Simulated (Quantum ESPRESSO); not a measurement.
```cif
data_HgTe2Zn
_chemical_formula_sum 'Zn1 Te2 Hg1'
_space_group_name_H-M_alt 'P 1'
_space_group_IT_number 1
_cell_length_a 4.47306
_cell_length_b 4.47306
_cell_length_c 6.38006
_cell_angle_alpha 90.000
_cell_angle_beta 90.000
_cell_angle_gamma 90.000
loop_
_space_group_symop_operation_xyz
  'x, y, z'
loop_
_atom_site_label
_atom_site_type_symbol
_atom_site_fract_x
_atom_site_fract_y
_atom_site_fract_z
_atom_site_occupancy
Zn1 Zn 0.50000 0.50000 0.50000 1
Te1 Te 0.00000 0.50000 0.27228 1
Te2 Te 0.50000 0.00000 0.72772 1
Hg1 Hg 0.00000 0.00000 0.00000 1
```

The geometry is that of Materials Project entry mp-1215403, symmetrised and not relaxed again.

Problem. What does norm-conserving PBEsol (Quantum ESPRESSO, 84 Ry, without SOC) give for the electronic structure near the Fermi level?

Solution. At this level the gap is closed or nearly so: along the path the highest valence and lowest conduction bands touch, or overlap by less than 0.6 eV, a zero-gap or semimetallic result; the valence top lies at Γ, the conduction bottom at Γ. Semilocal functionals close the gaps of some narrow-gap semiconductors, so this alone doesn't show that the compound has none. Spin-orbit coupling is left out, which matters for elements this heavy: edges can move by tenths of an eV.

The structure is a Materials Project entry; no match was found in the copy of COD used, and its stability was not checked.
